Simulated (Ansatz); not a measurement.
A geometry of VBiO₄ away from equilibrium: step 22 of the relaxation of a generated cell, VBiO4 built in the AFLOW prototype ABC4_mP12_13_e_a_2g (E1_b, as in AgTe4Au). Method: PBEsol (plane waves to 420 eV, PAW, scalar-relativistic; Ansatz, a quantum-chemistry and plane-wave program). Γ-centred k-mesh 4×6×3 on the run's cell (coarser than for final values), Fermi–Dirac smearing 0.05 eV.

```xyz
12
Lattice="5.3562 0.0000 0.4635 0.0000 3.8793 0.0000 -3.0397 0.0000 7.1580" Properties=species:S:1:pos:R:3 pbc="T T T"
V      1.9182     2.6841     2.0213
V      0.3984     1.1952     5.6003
O      1.7131     0.1322     5.2778
O     -0.9163     0.1322     5.9228
O      0.6035     3.7471     2.3438
O      3.2329     3.7471     1.6988
O     -1.7321     1.9402     7.7532
O      2.5289     1.9402     3.4474
O      4.0487     1.9391    -0.1317
O     -0.2123     1.9391     4.1742
Bi     0.0000     0.0000     0.0000
Bi    -1.5198     0.0000     3.5790
```
Spin-polarised start, with parallel moments on V.

Which atoms carry the largest force, and which way does it point?

0.01 eV/Å, on O3, O4, O5, O6, O7, O8, O9, O10 (atoms numbered as listed); on O8 its components are (0.01, 0.00, 0.01).

What is the pressure?

+5.2 GPa, compression positive.

How much energy per atom can still be gained by relaxing?

0.04 eV/atom; the path ends in P2/c (No. 13).

No spin polarisation in the result: the starting moments vanished. The d or f electrons are treated with no Hubbard U.

The run could not lose the symmetry of its start, so the end can be a saddle point.

The end of the path is a generated cell of VBiO4: the first start was made by placing the elements on the sites of a structure type, and the end was not matched to a known phase here, so it may be hypothetical. Known forms of VBiO4 include space group No. 88.
